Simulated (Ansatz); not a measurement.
Tc3Pd:
```yaml
crystal:
  lattice:
    - [5.49897, 0.00000, 0.00000]
    - [-2.74948, 4.76224, 0.00000]
    - [0.00000, 0.00000, 4.35870]
  atoms:
    - { symbol: Tc, position: [0.84211, 0.15789, 0.75000] }
    - { symbol: Tc, position: [0.15789, 0.84211, 0.25000] }
    - { symbol: Tc, position: [0.68423, 0.84211, 0.25000] }
    - { symbol: Tc, position: [0.31577, 0.15789, 0.75000] }
    - { symbol: Tc, position: [0.84211, 0.68423, 0.75000] }
    - { symbol: Tc, position: [0.15789, 0.31577, 0.25000] }
    - { symbol: Pd, position: [0.66667, 0.33333, 0.25000] }
    - { symbol: Pd, position: [0.33333, 0.66667, 0.75000] }
```

Relaxed with r²SCAN. Special points in fractions of this cell's reciprocal vectors: Γ (0.000, 0.000, 0.000); M (0.500, 0.000, 0.000); K (0.333, 0.333, 0.000); A (0.000, 0.000, 0.500); L (0.500, 0.000, 0.500); H (0.333, 0.333, 0.500).

### Question
List the band energies nearest the Fermi level at these points for DFT-r²SCAN in the program Ansatz with PAW potentials.

### Answer
In eV from the Fermi level; about four levels below and three above (degenerate sets whole), none deeper than 8.9 eV; points with the same levels are listed once.

```tsv
k	below	above
Γ	-1.61 -1.61 -1.41 -1.15 -1.15	1.20 1.40 1.40
M	-0.80 -0.73 -0.20 -0.18	0.10 0.10 0.51
K	-1.08 -1.08 -0.95 -0.95	0.22 0.22 0.69
A	-0.26 -0.26 -0.08 -0.08	0.69 0.69 0.69 0.69
L	-1.51 -1.51 -0.36 -0.36	0.49 0.49 1.34 1.34
H	-1.24 -1.24 -0.42 -0.42	1.00 1.00 1.28 1.28
```

Space group P6_3/mmc. The workflow started from a Materials Project entry (that database holds measured and hypothetical structures alike); the Crystallography Open Database copy checked does not list it. Whether it is the stable phase at ambient conditions was not checked. The r²SCAN relaxation kept the symmetry of its start; whether a distortion lowers the energy is not shown. The run is not spin-polarised. Scalar-relativistic: spin–orbit coupling is off unless named, which matters more the heavier the elements.

Potentials: the later of the program's two PAW sets.
